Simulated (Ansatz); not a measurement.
Al (diamond, Fd-3m) under volume change, PBE in the plane-wave PAW code Ansatz, scaled uniformly.

```json
[
 {"V (Å³/atom)": "25.197", "E − E(relaxed) (meV/atom)": "30.6", "P (GPa)": "4.25"},
 {"V (Å³/atom)": "26.028", "E − E(relaxed) (meV/atom)": "12.9", "P (GPa)": "2.62"},
 {"V (Å³/atom)": "26.858", "E − E(relaxed) (meV/atom)": "3.1", "P (GPa)": "1.21"},
 {"V (Å³/atom)": "27.689", "E − E(relaxed) (meV/atom)": "0.0", "P (GPa)": "0.00"},
 {"V (Å³/atom)": "28.520", "E − E(relaxed) (meV/atom)": "2.8", "P (GPa)": "-1.04"},
 {"V (Å³/atom)": "29.350", "E − E(relaxed) (meV/atom)": "10.5", "P (GPa)": "-1.93"},
 {"V (Å³/atom)": "30.181", "E − E(relaxed) (meV/atom)": "22.6", "P (GPa)": "-2.70"}
]
```

Problem. What does a third-order Birch–Murnaghan fit give for V₀, B₀ and B′?

Solution. V₀ = 27.69 Å³/atom, B₀ = 37.3 GPa, B′ = 4.0.

The start of the workflow was typed in or built on a structure type; neither database checked (COD, Materials Project) lists it. It is not the phase usual at ambient conditions (space group No. 225). The cell was relaxed with PBE under the symmetry of its start; its stability against distortions is not shown here.

Potentials: the later of the program's two PAW sets.
